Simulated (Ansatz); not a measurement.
Cu$_{3}$Pt (Cu3Au type)

```
Cu3Pt
1.0
    3.68445     0.00000     0.00000
    0.00000     3.68445     0.00000
    0.00000     0.00000     3.68445
Cu Pt
3 1
Direct
  0.00000   0.50000   0.50000
  0.50000   0.00000   0.50000
  0.50000   0.50000   0.00000
  0.00000   0.00000   0.00000
```

The slice is a {100} plane (indices of the conventional cell) through the point (0.000, 0.000, 0.000) (fractional), spanned by u = [100] and v = [010] in vectors of this cell: u (3.68 Å) and v (3.68 Å, at 90° to u). It covers one period; positions are fractions (u, v).

Level of theory: r2SCAN (plane waves to 500 eV, PAW, scalar-relativistic; Ansatz, a program for electronic structure). k mesh 13×13×13. These are valence fields of a PAW run, semicore shells included where kept as valence: close to a nucleus they are smooth pseudo fields. Cu3Pt is run without spin polarisation. Cu3Pt was relaxed with its symmetry unable to fall. Spin-orbit coupling is left out, though Pt is heavy.

Question: What is the valence density on the shortest Cu–Pt line in this plane (2.61 Å), at its minimum between the atoms?

Answer: 0.35 e/Å³.

Question: What is the ELF at the density minimum of the shortest Cu–Pt line in this plane (2.61 Å)?

Answer: 0.2.

Question: Predict the map of the electrostatic potential energy of an electron, from the cell's mean on the slice.

Answer: 
```
|xxxxxxxxxxxxxx0055779999999999775500xxxxxxxxxxxx|
|xxxxxxxxxxxxxx1155778899999988775511xxxxxxxxxxxx|
|xxxxxxxxxxxx00225577888888888877552200xxxxxxxxxx|
|xxxxxxxxxxxx00446677777777777777664400xxxxxxxxxx|
|xxxxxxxxxx002244555555444444555555442200xxxxxxxx|
|xxxxxx00002244444422xxxxxxxxxx22444444220000xxxx|
|0000112244444433xxxxxxxxxxxxxxxxxx33444444221100|
|44555555665544xxxxxxxxxxxxxxxxxxxxxx445566555555|
|77777777775522xxxxxxxxxxxxxxxxxxxxxx225577777777|
|999988887755xxxxxxxxxxxxxxxxxxxxxxxxxx5577888899|
|999999887744xxxxxxxxxxxxxxxxxxxxxxxxxx4477889999|
|999999887744xxxxxxxxxxxxxxxxxxxxxxxxxx4477889999|
|999999887744xxxxxxxxxxxxxxxxxxxxxxxxxx4477889999|
|999988887755xxxxxxxxxxxxxxxxxxxxxxxxxx5577888899|
|77777777775522xxxxxxxxxxxxxxxxxxxxxx225577777777|
|44555555665544xxxxxxxxxxxxxxxxxxxxxx445566555555|
|0000112244444433xxxxxxxxxxxxxxxxxx33444444221100|
|xxxxxx00002244444422xxxxxxxxxx22444444220000xxxx|
|xxxxxxxxxx002244555555444444555555442200xxxxxxxx|
|xxxxxxxxxxxx00446677777777777777664400xxxxxxxxxx|
|xxxxxxxxxxxx00225577888888888877552200xxxxxxxxxx|
|xxxxxxxxxxxxxx1155778899999988775511xxxxxxxxxxxx|
|xxxxxxxxxxxxxx0055779999999999775500xxxxxxxxxxxx|
|xxxxxxxxxxxxxx0044779999999999774400xxxxxxxxxxxx|
```
Scale: ten equal steps from 4.00 (start of '0') to 12.94 (end of '9'), in the order '0123456789'. Values: electrostatic potential energy of an electron, from the cell's mean, in eV. The map has 24 points along u (two characters each, u = 0 at the left) and 24 along v (v = 0 in the bottom row). Points within 1 Å of a nucleus are blanked (x), as the pseudised field means little there. Values under 4 eV are set to 4. The zero, the cell's mean, hangs on the PAW cores.
